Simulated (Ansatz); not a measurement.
TiSn3O8 on the sites of the rutile structure (relaxed group Cmmm): an Ansatz output whose functional has been blanked. The geometry is the r2SCAN minimum.

```yaml
crystal:
  lattice:
    - [3.33192, -3.33853, 0.00000]
    - [3.33192, 3.33853, 0.00000]
    - [0.00000, 0.00000, 6.29591]
  atoms:
    - { symbol: Sn, position: [0.50000, 0.50000, 0.00000] }
    - { symbol: Sn, position: [0.00000, 0.00000, 0.74576] }
    - { symbol: O, position: [0.19429, 0.19429, 0.00000] }
    - { symbol: O, position: [0.80571, 0.80571, 0.00000] }
    - { symbol: O, position: [0.69078, 0.30922, 0.73974] }
    - { symbol: O, position: [0.30922, 0.69078, 0.73974] }
    - { symbol: Ti, position: [0.50000, 0.50000, 0.50000] }
    - { symbol: Sn, position: [0.00000, 0.00000, 0.25424] }
    - { symbol: O, position: [0.20293, 0.20293, 0.50000] }
    - { symbol: O, position: [0.79707, 0.79707, 0.50000] }
    - { symbol: O, position: [0.69078, 0.30922, 0.26026] }
    - { symbol: O, position: [0.30922, 0.69078, 0.26026] }
```

```
scf.n_extra_bands = 14 over 102 filled bands (N_el = 102.0): the run solves 116 bands
Crystal: 12 atoms, lattice volume = 140.068 Å³
Basis set: ecut = 420 eV, 2757 PW (Γ)
Symmetry: 8 space group operations + 8 with time reversal
Magnetic group: BNS 65.482 (UNI 580)
k-points: 39 of 144
preconditioner: auto → Resta (q_TF=auto, 2.588 Å⁻¹)  ε∞=5.2  [insulator: Δε(μ)=1.906 eV  ℏωp=30.4 eV]
SCF converged after 11 iterations
Free energy (F): -25121.690360 eV
Fermi energy:    9.338245 eV
--- Per-component energies (eV) ---
  E_band       = -382.660861
  E_kinetic    = 2248.178241
  E_local      = -5858.445878
  E_nonlocal   = 300.433399
  E_hartree    = 2829.321266
  E_xc         = -1828.931318
  E_vxc        = -1157.377813
  E_paw        = -14762.029416
  E_vpaw       = -1574.116307
  E_ewald      = -8050.236703
--- Forces (eV/Å), atoms counted from 1 ---
  atom   1  Sn      0.00000      0.00000      0.00000
  atom   2  Sn      0.00000      0.00000    -0.00228
  atom   3  O       0.03880      0.00000      0.00000
  atom   4  O     -0.03880      0.00000      0.00000
  atom   5  O       0.00000      0.06030    -0.13886
  atom   6  O       0.00000    -0.06030    -0.13886
  atom   7  Ti      0.00000      0.00000      0.00000
  atom   8  Sn      0.00000      0.00000      0.00228
  atom   9  O       0.21671      0.00000      0.00000
  atom  10  O     -0.21671      0.00000      0.00000
  atom  11  O       0.00000      0.06030      0.13886
  atom  12  O       0.00000    -0.06030      0.13886
--- Stress (GPa, compression-positive) ---
        6.859760       0.000000       0.000000
        0.000000       6.650998       0.000000
        0.000000       0.000000       8.043971
  P = ⅓ Tr σ = 7.1849 GPa (71.849 kbar)
--- Band table (eV; the first three rows and the last of 39) ---
  k-point 0: bands = […, 8.1165, 8.1165, 8.6303, 8.6303, 8.6561, 8.6561, 9.3382, 9.3382, 11.4929, 11.4929, 11.7064, 11.7064, 12.5390, 12.5390, …]
  k-point 1: bands = […, 8.2163, 8.2163, 8.6357, 8.6357, 8.7077, 8.7077, 9.2152, 9.2152, 11.7201, 11.7201, 12.2876, 12.2876, 12.5255, 12.5255, …]
  k-point 2: bands = […, 8.6549, 8.6549, 8.6809, 8.6809, 8.7127, 8.7127, 8.9482, 8.9482, 11.8524, 11.8524, 12.5118, 12.5118, 12.6035, 12.6035, …]
  k-point 38: bands = […, 8.5106, 8.5106, 8.5194, 8.5194, 8.5405, 8.5405, 8.5935, 8.5935, 12.0520, 12.0520, 12.1457, 12.1457, 12.5744, 12.5744, …]
```

The file bands.tsv (bands near the Fermi energy, numbered from 0, rounded):
```tsv
# k_distance	band_92	band_93	band_94	band_95	band_96	band_97	band_98	band_99	band_100	band_101	band_102	band_103	band_104	band_105	band_106	band_107	band_108	band_109
# fermi_ev = 9.338245
# [0, 0, 0] at k_distance = 0.000000
# [-0.5, 0.5, 0] at k_distance = 0.941011
# [0, 0, 0.5] at k_distance = 2.006136
# [0.4990110444, 0.4990110444, 0.5] at k_distance = 2.947148
# [0, 0.5, 0] at k_distance = 3.778331
# levels_relative_to = fermi_ev
0.000	-1.303	-1.303	-1.222	-1.222	-0.708	-0.708	-0.682	-0.682	0.000	0.000	2.155	2.155	2.368	2.368	3.201	3.201	3.322	3.322
0.941	-1.117	-1.117	-0.960	-0.960	-0.844	-0.844	-0.811	-0.811	-0.808	-0.808	1.913	1.913	2.996	2.996	3.222	3.222	3.542	3.542
2.006	-1.139	-1.139	-0.683	-0.683	-0.657	-0.657	-0.626	-0.626	-0.390	-0.390	2.514	2.514	3.174	3.174	3.265	3.265	3.828	3.828
2.947	-0.838	-0.838	-0.828	-0.828	-0.819	-0.819	-0.798	-0.798	-0.745	-0.745	2.714	2.714	2.807	2.807	3.236	3.236	3.896	3.896
3.778	-1.164	-1.164	-1.049	-1.049	-0.745	-0.745	-0.645	-0.645	-0.591	-0.591	2.382	2.382	2.971	2.971	3.015	3.015	4.613	4.613
```
In order the rows are Γ, Y, Z, A₀, S.

Task: Which functional gave these numbers?
A. PBE+SOC
B. PBE
C. r2SCAN+SOC
D. HSE06+SOC

Result: A. PBE+SOC. There is no exchange loop, so no exact exchange. The compression on the r2SCAN cell fits PBE, which tends to larger cells. Each band holds one electron and the count is doubled, so the run is non-collinear with spin-orbit coupling. PBE+SOC gives an indirect gap of 1.91 eV, from Γ to Y; the least direct gap is 2.15 eV at Γ. Within one family of functionals the choice rests on the size of the gap and stress, not on a line of the log.

Wall time 38 s on 1 × NVIDIA H100 80GB HBM3 with 2 threads of AMD EPYC 7R13 Processor (Zen 3), with other jobs on the host, load about 1.8 per core; peak host memory 1.3 GiB.

The calculation is non-magnetic, and the structure need not be a phase that has been made.
